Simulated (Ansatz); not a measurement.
**The polar optical mode of GaN at 25 GPa, worked through**

All numbers below come from DFT LDA, scalar-relativistic, plane waves, PAW in Ansatz 0.2.0. Settings: 420 eV plane-wave cutoff, Γ-centred 10×10×10 mesh, fixed occupations. No spin polarisation. Phonons by linear response, acoustic sum rule imposed.

The cell, relaxed at 25 GPa:
```cif
data_structure
_symmetry_space_group_name_H-M 'F-43m'
_symmetry_Int_Tables_number 216
_cell_length_a 4.3100
_cell_length_b 4.3100
_cell_length_c 4.3100
_cell_angle_alpha 90.000
_cell_angle_beta 90.000
_cell_angle_gamma 90.000
_cell_volume 80.06
loop_
_atom_site_label
_atom_site_type_symbol
_atom_site_symmetry_multiplicity
_atom_site_Wyckoff_symbol
_atom_site_fract_x
_atom_site_fract_y
_atom_site_fract_z
_atom_site_occupancy
Ga1 Ga 4 a 0.00000 0.00000 0.00000 1
N1 N 4 c 0.25000 0.25000 0.25000 1
```

Other phases may be more stable at this pressure.

Linear response gives ν_TO = 640.0 cm⁻¹, Born charges ±2.585 e (positive on Ga) and ε∞ = 5.339. The primitive cell holds 20.015 Å³, and the masses are 69.723 and 14.007 amu.

Q: Find ν_LO and the static dielectric constant.

A: The long-wave field adds a restoring force: ω_LO² − ω_TO² = Z*²e²/(ε_vac ε∞ μV). In these units ν_LO² − ν_TO² = 4.92064×10⁷ Z*²/(μ V ε∞) cm⁻², with μ = m₁m₂/(m₁ + m₂) = 11.664 amu: 263712 cm⁻². So ν_LO = √(640.0² + 263712) = 820.6 cm⁻¹, and the run gives 820.6. Lyddane–Sachs–Teller then gives ε0 = ε∞ (ν_LO/ν_TO)² = 8.78, against 8.78 in the run (it forms both from the same three quantities, so the match checks the arithmetic only). Between ν_TO and ν_LO the dielectric function is negative and an undamped crystal reflects fully: a reststrahlen band from 12.2 to 15.6 μm.

Q: What do the Clausius–Mossotti polarisability and the Szigeti charge come to?

A: With the Lorentz local field, α = (3V/4π)(ε∞ − 1)/(ε∞ + 2) = 2.83 Å³ for the pair, and e_S = 3Z*/(ε∞ + 2) = 1.06 e. The Born charge includes the electrons' response to the dipole's own local field, and e_S takes that enhancement out. The Lorentz field assumes point-like polarisable ions, a poor picture once ε∞ is this large, since the electron clouds then overlap or are shared, so both numbers are formal here.

Q: How strongly does a slow electron couple to the LO mode?

A: For one isotropic parabolic band, Fröhlich's constant is α_F = (1/ε∞ − 1/ε0) √(m* Ry/ħω_LO), with Ry = 13.606 eV, ħω_LO = 101.7 meV and m* in free-electron masses: α_F = 0.0734 × 11.56 × √m* = 0.85 √m*. The band mass isn't part of this run; for m* = 0.1, 0.3 and 1 it gives 0.27, 0.46, 0.85. In weak coupling the polaron lies α_F ħω_LO below the band edge (47 meV at m* = 0.3) with a mass m*(1 + α_F/6); past α_F of about 5 or 6 that expansion fails. A semilocal functional's ε∞ tends to be too large, which taken alone lowers α_F.

This zinc-blende form isn't the usual stable structure of the compound at low pressure.

Cost: 1 run of about 0.66 core-minutes, on Intel Xeon Platinum 8375C (Ice Lake) (shared hosts).